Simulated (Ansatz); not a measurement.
Given:

V2Si:
```
V2Si
1.0
    4.25857     0.00000     0.00000
   -2.12928     3.68803     0.00000
    0.00000     0.00000     4.99195
Si V
2 4
Direct
  0.33333   0.66667   0.25000
  0.66667   0.33333   0.75000
  0.00000   0.00000   0.00000
  0.00000   0.00000   0.50000
  0.33333   0.66667   0.75000
  0.66667   0.33333   0.25000
```

This is the PBE-relaxed structure.

Q: All from DFT-PBE in the program Ansatz with PAW potentials, unless another level is named. Predict the electronic character.

A: metallic (no gap).

Q: And the density of states at the Fermi level?

A: 1.3 states/eV per atom (mean over ±0.08 eV).

Q: Predict the formation energy from the elements (no fitted shifts).

A: -0.36 eV/atom.

Space group P6_3/mmc. The cell is a constructed one: a structure type filled with these elements; neither database checked (COD, Materials Project) lists it. Its standing as an ambient phase is unchecked. The cell was relaxed with PBE under the symmetry of its start; whether a distortion lowers the energy is not shown. The workflow began spin-polarised and lost its moments. The references are the lowest solids computed at this level, not always the standard phases.

Potentials: the later of the program's two PAW sets.
